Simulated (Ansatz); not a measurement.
# What DFT gives for YbIn₂Rh₂

```
In Yb Rh
1.0
     0.00000    4.31506    0.00000
     4.31506    0.00000    0.00000
     2.15753    2.15753   -5.34603
In Yb Rh
2 1 2
Direct
  0.37500 0.37500 0.25000
  0.62500 0.62500 0.75000
  0.00000 0.00000 0.00000
  0.75000 0.25000 0.50000
  0.25000 0.75000 0.50000
```

Method: r2SCAN, no spin polarisation; PAW, plane waves to 500 eV, 6×6×6 Γ-centred mesh, gaussian occupations (width 0.0187 eV) (Ansatz 0.2.0), atoms fixed.

(1) What is the formation energy?

(2) Is the cell too large or too small?

(3) Which atom feels the largest force, and which way?

(4) Is there a gap?

(5) Describe some of the short contacts.

Origin: a known structure type with other elements, at an estimated volume, so it need not be a known compound. Caveats: no spin polarisation, so a magnetic state may lie lower; f levels without a U or exact exchange are poorly placed.

Results:

(1) -0.40 eV an atom against the elements' usual phases (free molecules for gases, crystals otherwise, with no correction for O₂ or N₂), so it is bound against them; other compounds may still compete. Relaxing would lower it.

(2) The pressure is 8.4 GPa (compression positive), so with the atoms held at these fractions the cell would first expand. The principal stresses 7.5, 8.8, 8.8 GPa differ, so its shape would change too.

(3) The largest is on In1 (and as large on other atoms): 0.24 eV/Å, components (0.00, 0.00, 0.24). It makes 122° with the line to a nearest neighbour, Rh4 at 2.54 Å.

(4) It is a metal, with about 21 states/eV a cell as the mean within 0.25 eV of the Fermi level, mostly Yb f (89 %).

(5) In–Rh at 2.54 Å: least valence density 0.44 e/Å³ and ELF 0.25 there. In–In at 2.67 Å: least valence density 0.34 e/Å³ and ELF 0.33 there. Yb–In at 3.33 Å: least valence density 0.11 e/Å³ and ELF 0.09 there. Both are smooth PAW fields, read partly inside the augmentation spheres.
